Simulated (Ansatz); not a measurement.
Relaxed-ion elastic tensor of MgTe (wurtzite, P6_3mc) in GPa (Voigt order), LDA (plane waves, PAW; program Ansatz); density 3.90 g/cm³, 32.30 Å³ per atom.

|  | 1 | 2 | 3 | 4 | 5 | 6 |
|---|---|---|---|---|---|---|
| 1 | 55.5 | 32.7 | 27.9 | 0.0 | 0.0 | 0.0 |
| 2 | 32.7 | 55.5 | 27.9 | 0.0 | 0.0 | 0.0 |
| 3 | 27.9 | 27.9 | 60.1 | 0.0 | 0.0 | 0.0 |
| 4 | 0.0 | 0.0 | 0.0 | 10.2 | 0.0 | 0.0 |
| 5 | 0.0 | 0.0 | 0.0 | 0.0 | 10.2 | 0.0 |
| 6 | 0.0 | 0.0 | 0.0 | 0.0 | 0.0 | 11.4 |

Problem. Is the crystal mechanically stable?

Solution. Yes: the smallest eigenvalue of C is 10.2 GPa.

Problem. Work out the Voigt, Reuss and Hill averages.

Solution. K_V = 38.7, K_R = 38.7, K_H = 38.7; G_V = 11.9, G_R = 11.5, G_H = 11.7 GPa.

Problem. Give Young's modulus, Poisson's ratio, Pugh's ratio and the universal anisotropy index.

Solution. E = 9KG/(3K + G) = 31.9 GPa; ν = 0.36; K/G = 3.31 (ductile by the Pugh limit of 1.75); A_U = 5G_V/G_R + K_V/K_R − 6 = 0.15.

Problem. Estimate the sound speeds and the Debye temperature.

Solution. v_l = √((K + 4G/3)/ρ) = 3730 m/s, v_t = √(G/ρ) = 1730 m/s, mean 1950 m/s; Θ = (h/k)(3n/4πV)^(1/3) v_m = 182 K.

Problem. How much does each axis shrink under pressure?

Solution. Linear compressibilities β_i = Σ_j S_ij (j = 1 to 3): x 8.6, y 8.6, z 8.7 per TPa.

The LDA relaxation kept the symmetry of its start; of distortions, only those at the zone centre were tested. Spin–orbit coupling is left out wherever it is not named.

Potentials: the later of the program's two PAW sets.
